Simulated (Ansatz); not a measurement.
# Structure relaxation, CaSnF6

The start is a relaxed CaSnF6 cell with every coordinate shifted by Gaussian noise of σ = 0.1 Å. A full variable-cell relaxation at zero pressure is run with r2SCAN (plane waves to 500 eV, PAW, scalar-relativistic; Ansatz, a program for electronic structure). The first steps use a coarse 5×5×5 k-mesh.

Starting cell:
```
CaSnF6
1.0
    2.84161     1.64060     4.90032
   -2.84161     1.64060     4.90032
    0.00000    -3.28120     4.90032
Ca Sn F
1 1 6
Direct
  0.98542   0.96693   0.02741
  0.47857   0.50643   0.49540
  0.65277   0.25476   0.83072
  0.36207   0.73149   0.14521
  0.28306   0.82901   0.64756
  0.71183   0.15859   0.37124
  0.78028   0.63156   0.29802
  0.15453   0.35506   0.72059
```

### Question
What is the largest force in the starting geometry, and on which atom (counted from 1)?

### Answer
3.90 eV/Å, on Sn2 (atoms numbered as listed).

### Question
How much energy is released per atom?

### Answer
0.090 eV/atom.

### Question
How does the volume change?

### Answer
-0.5 %, from 17.13 to 17.04 Å³/atom.

### Question
Is the parent structure recovered?

### Answer
It returns to the parent structure, R-3 (No. 148).

### Question
How do the shortest distances between atoms change?

### Answer
The closest pairs of elements (up to four, under 3.6 Å), start → end: F–Sn 1.83 → 1.97 Å; Ca–F 2.16 → 2.25 Å; F–F 2.58 → 2.78 Å.

### Question
What band gap does the relaxed structure have at this level?

### Answer
6.70 eV, direct at Γ (no spin-orbit coupling).

Final values are on a 7×7×7 k-mesh of the relaxed cell. No spin polarisation in the result.

The cell that was disturbed is our relaxation of an entry of Materials Project.
